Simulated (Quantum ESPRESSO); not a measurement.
**Band energies of CdSe**

```
CELL_PARAMETERS angstrom
      0.00000     3.04145     3.04145
      3.04145     0.00000     3.04145
      3.04145     3.04145     0.00000
ATOMIC_POSITIONS crystal
  Se 0.25000 0.25000 0.25000
  Cd 0.00000 0.00000 0.00000
```

PBEsol (Quantum ESPRESSO, PseudoDojo norm-conserving, 102 Ry, with spin-orbit coupling); path ΓXWKΓLUWLK,UX; energies in eV from the valence-band maximum.

```csv
k (1/Å),point,band 36,band 37,band 38,band 39,band 40,band 41,band 42,band 43
0.00,Γ,0.00,0.36,0.36,5.47,5.47,5.88,5.88,5.88
0.34,,-0.59,2.27,2.27,4.65,4.65,6.49,6.49,6.69
0.69,,-1.53,3.24,3.24,3.69,3.69,7.72,7.72,8.39
1.03,X,-1.93,2.89,2.89,3.57,3.57,8.81,8.81,9.95
1.16,,-1.98,3.07,3.10,3.70,3.74,8.61,8.64,9.30
1.55,W,-2.32,4.76,4.95,4.97,5.02,6.13,6.35,7.32
1.91,K,-1.65,3.49,3.49,4.91,5.01,7.94,8.04,8.28
2.01,,-1.46,3.62,3.65,5.27,5.41,7.42,7.60,7.89
2.31,,-0.82,3.45,3.52,5.66,5.70,5.94,6.03,6.84
2.61,,-0.31,2.31,2.32,5.23,5.30,6.10,6.14,6.37
3.01,Γ,0.00,0.36,0.36,5.47,5.47,5.88,5.88,5.88
3.31,,-0.20,1.70,1.70,5.45,5.45,5.96,5.96,6.20
3.71,,-0.67,2.19,2.19,6.20,6.20,6.38,6.38,6.74
3.90,L,-0.76,2.17,2.17,6.17,6.17,6.33,6.33,7.14
4.01,,-0.86,2.37,2.38,6.00,6.03,6.36,6.36,7.22
4.43,,-1.52,3.57,3.59,5.15,5.27,7.42,7.58,8.00
4.54,U,-1.65,3.49,3.49,4.91,5.01,7.94,8.04,8.28
4.78,,-2.09,4.38,4.44,4.92,5.03,6.56,6.72,7.54
4.90,W,-2.32,4.76,4.95,4.97,5.02,6.13,6.35,7.32
5.08,,-1.85,4.41,4.52,5.04,5.10,6.20,6.32,7.91
5.45,,-0.97,2.70,2.72,5.73,5.76,6.49,6.54,7.27
5.63,L,-0.76,2.17,2.17,6.17,6.17,6.33,6.33,7.14
5.72,,-0.84,2.32,2.33,6.04,6.08,6.34,6.34,7.21
6.08,,-1.41,3.58,3.61,5.23,5.34,7.16,7.32,7.66
6.27,K,-1.65,3.49,3.49,4.91,5.01,7.94,8.04,8.28
6.27,U,-1.65,3.49,3.49,4.91,5.01,7.94,8.04,8.28
6.63,X,-1.93,2.89,2.89,3.57,3.57,8.81,8.81,9.95
```

The PBEsol gap is direct, 0.36 eV at Γ.

Geometry relaxed with PBEsol.
